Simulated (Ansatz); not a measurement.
A trial cell of Te3WCl2, before relaxation:

```xyz
6
Lattice="5.1001 0.0000 0.0000 0.0000 5.1001 0.0000 0.0000 0.0000 7.6406" Properties=species:S:1:pos:R:3 pbc="T T T"
Te    2.5501    0.0000    3.8203
Te    0.0000    2.5501    3.8203
Te    2.5501    2.5501    3.8203
W     0.0000    0.0000    3.8203
Cl    0.0000    0.0000    5.6177
Cl    0.0000    0.0000    2.0229
```

Level of theory: DFT PBE, scalar-relativistic, plane waves, PAW in Ansatz 0.2.0. Cutoff 420 eV, Gaussian smearing, Γ-centred meshes. Cell and atoms relax first on a coarse mesh and then on a finer one. In between, the cell is made exact in the group found at 0.06 Å. In metals the finer mesh still leaves noise of several meV/atom or more. The steps can't lower the symmetry of their start. No spin polarisation.

A guess keeps its type if space group and coordination stay and the shape of the cell changes little (axis ratios within about 15 %, angles within 6°); the volume may change.

Q: Will the relaxed cell still be of the starting type?

A: It keeps its type. The symmetry stays P4/mmm (No. 123). The volume per atom grows by 44.2 %, from 33.1 to 47.8 Å³. The shortest distance goes from 1.80 Å (W–Cl) to 2.29 Å (W–Cl). The ratio c/a of the conventional cell changes by a factor of 0.99. Counting neighbours within 15 % of an atom's shortest distance, the start has Cl 1, Te 4, W 2 and the end Cl 1, Te 4, W 2.

Formation energies are uncorrected and refer to the elements' standard structures at the same level (Cl₂ as a molecule).

Q: At what energy does it end?

A: −0.01 eV/atom. The formation energy is too near zero to say whether this cell lies below the elements.

The last run used an 8×8×6 mesh (in the run's order of axes) for its 6-atom cell and Gaussian smearing of 0.10 eV. For metals, differences of a few meV/atom aren't resolved. No dispersion correction is applied, so the spacing and binding between layers, chains or molecules are poorly described. These runs have no spin–orbit coupling, which can matter for Te and W. The reference form of Te is held partly by dispersion forces, which this level lacks. Symmetry constrained the relaxation, so the result can be a saddle point.
